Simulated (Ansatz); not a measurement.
# Relaxing a structure of MoPt

The relaxed structure here is a generated cell of MoPt: the first start was made by placing the elements on the sites of a structure type, and the end was not matched to a known phase here, so it may be hypothetical.

The start is a generated trial cell of MoPt in the CuAu structure type. The cell and all atomic positions are relaxed at zero pressure with PBEsol (plane waves to 420 eV, PAW, scalar-relativistic; Ansatz, an electronic-structure program). The first steps use a coarse 12×12×9 k-mesh.

Input geometry:
```
MoPt
1.0
    2.80556     0.00000     0.00000
    0.00000     2.80556     0.00000
    0.00000     0.00000     3.67729
Mo Pt
1 1
Direct
  0.50000   0.50000   0.50000
  0.00000   0.00000   0.00000
```

- Outcome: The space group stays P4/mmm (No. 123) (the run could not lower it); the end is AFLOW prototype AB_tP2_123_a_d (L1_0, as in CuAu), with 2 atoms in the primitive cell
- Energy released: 0.16 to 0.17 eV/atom (the two k-meshes of the run give this range)
- Volume change: +3.0 %, from 14.47 to 14.90 Å³/atom
- Shortest distances (start → end): The closest pairs of elements (up to four, under 3.6 Å), start → end: Mo–Mo 2.81 → 2.70 Å; Pt–Pt 2.81 → 2.70 Å; Mo–Pt 2.70 → 2.80 Å
- Band gap at the end: zero (metallic)
- Optimiser moves: 10

The end point of the relaxation:

```cif
data_MoPt
_chemical_formula_sum 'Mo1 Pt1'
_space_group_name_H-M_alt 'P4/mmm'
_space_group_IT_number 123
_space_group_name_Hall '-P 4 2'
_cell_length_a 2.69687
_cell_length_b 2.69687
_cell_length_c 4.09736
_cell_angle_alpha 90.000
_cell_angle_beta 90.000
_cell_angle_gamma 90.000
loop_
_atom_site_label
_atom_site_type_symbol
_atom_site_symmetry_multiplicity
_atom_site_Wyckoff_symbol
_atom_site_fract_x
_atom_site_fract_y
_atom_site_fract_z
_atom_site_occupancy
Mo1 Mo 1 d 0.50000 0.50000 0.50000 1
Pt1 Pt 1 a 0.00000 0.00000 0.00000 1
```

Final values are on a 17×17×11 k-mesh of the relaxed cell. No spin polarisation in the result.

The run could not lose the symmetry of its start, so the end can be a saddle point.

All atoms sit on sites fixed by symmetry, so only the cell could relax.
